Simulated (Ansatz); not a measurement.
ZnAg (Pm-3m), a vibration from a frozen displacement

Method: DFT PBEsol, scalar-relativistic, plane waves, PAW (Ansatz). Settings: plane waves to 420 eV, k-mesh 16×16×16 (Γ-centred), Gaussian smearing 0.15 eV. No spin polarisation. Energies are free energies at this smearing, counted from the undisturbed cell; pressure is positive in compression.

The undisturbed cell (as given, not relaxed at this level; it stands at -3.9 GPa, and it needn't be the usual structure):

```
Zn Ag
1.0
     3.15600    0.00000    0.00000
     0.00000    3.15600    0.00000
     0.00000    0.00000    3.15600
Zn Ag
1 1
Cartesian
  1.5780 1.5780 1.5780
  0.0000 0.0000 0.0000
```

Every Ag atom is moved by x along the Cartesian unit vector (0.000, 0.000, 1.000); the cell and all other atoms stay fixed. The cell's volume is 31.43 Å³; the moved atoms weigh 107.868 u together and the others 65.380 u. Some rows repeat others by symmetry and weren't run.

```csv
x (Å),ΔE (meV/cell),total force on the moved atoms along the move (eV/Å),pressure (GPa)
-0.1000,16.06,0.3212,-3.4547
-0.0875,12.30,0.2811,-3.5492
-0.0750,9.04,0.2409,-3.6312
-0.0625,6.27,0.2008,-3.7007
-0.0500,4.02,0.1606,-3.7576
-0.0375,2.26,0.1205,-3.8018
-0.0250,1.00,0.0803,-3.8335
-0.0125,0.25,0.0402,-3.8525
0.0000,0.00,0.0000,-3.8588
0.0125,0.25,-0.0402,-3.8525
0.0250,1.00,-0.0803,-3.8335
0.0375,2.26,-0.1205,-3.8018
0.0500,4.02,-0.1606,-3.7576
0.0625,6.27,-0.2008,-3.7007
0.0750,9.04,-0.2409,-3.6312
0.0875,12.30,-0.2811,-3.5492
0.1000,16.06,-0.3212,-3.4547
```

**Question.** What frequency belongs to this motion?

**Answer.** The force constant is k = −dF/dx = 3.216 eV/Å², from the parabola through x = -0.0125, 0 and 0.0125. In every cell the moved atoms swing against the rest, so the mass is μ = m₁m₂/(m₁ + m₂) = 40.707 u, and ν̃ = 521.5 cm⁻¹ × √(|k|/μ) = 147 cm⁻¹, at this cell's pressure of -3.9 GPa. To first order in x, and within 1 %, the force on every atom lies along the move and, within each of the two groups, in proportion to the atom's mass, so this is itself a mode at the zone centre of this cell.

**Question.** How far does the harmonic law reach?

**Answer.** At x = -0.100 Å, kx²/2 = 16.08 meV against the computed 16.06 meV (-0.1 %): the well is still close to harmonic there.

In a metal these slopes depend on the k mesh and the smearing.